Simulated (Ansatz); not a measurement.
BeTe:
```cif
data_BeTe
_chemical_formula_sum 'Te1 Be1'
_space_group_name_H-M_alt 'P 1'
_space_group_IT_number 1
_cell_length_a 3.96295
_cell_length_b 3.96295
_cell_length_c 3.96295
_cell_angle_alpha 60.000
_cell_angle_beta 60.000
_cell_angle_gamma 60.000
loop_
_space_group_symop_operation_xyz
  'x, y, z'
loop_
_atom_site_label
_atom_site_type_symbol
_atom_site_fract_x
_atom_site_fract_y
_atom_site_fract_z
_atom_site_occupancy
Te1 Te 0.75000 0.75000 0.75000 1
Be1 Be 0.00000 0.00000 0.00000 1
```

Relaxed with PBEsol. Plane-wave PAW PBEsol (Ansatz code) gives a gap of 1.84 eV.

**Question.** What gap does HSE06 give on the same cell (Ansatz, PAW)?

**Answer.** 2.62 eV, 0.79 eV more. The hybrid was solved on a coarser mesh and at special points; its gap is the smallest among all of these.

```csv
k,v1 PBEsol,c1 PBEsol,v1 HSE06,c1 HSE06
Γ,0.00,3.61,(withheld),(withheld)
X,-2.70,1.84,-2.93,2.62
L,-1.15,3.08,(withheld),(withheld)
W,-3.30,5.20,(withheld),(withheld)
K,-2.28,2.61,(withheld),(withheld)
```

**Question.** Top valence (v1) and lowest conduction level (c1) in eV from each method's valence maximum (which need not be a listed point): supply the withheld HSE06 values.

**Answer.** 
- Γ, v1 HSE06: 0.00
- Γ, c1 HSE06: 4.46
- K, v1 HSE06: -2.47
- K, c1 HSE06: 3.41
- W, v1 HSE06: -3.53
- W, c1 HSE06: 6.10
- L, v1 HSE06: -1.25
- L, c1 HSE06: 3.95

Cost on shared cores: the PBEsol run (SCF on a 9×9×9 mesh, then bands and DOS) about 17 core-seconds (a rough figure), the HSE06 run (SCF on 6×6×6, then a few points) about 2.0 core-minutes (a rough figure); the tasks are unlike.

Space group F-43m (zinc blende). The PBEsol relaxation kept the symmetry of its start. Scalar-relativistic: spin–orbit coupling is off unless named, which matters more the heavier the elements.

Potentials: the later of the program's two PAW sets.
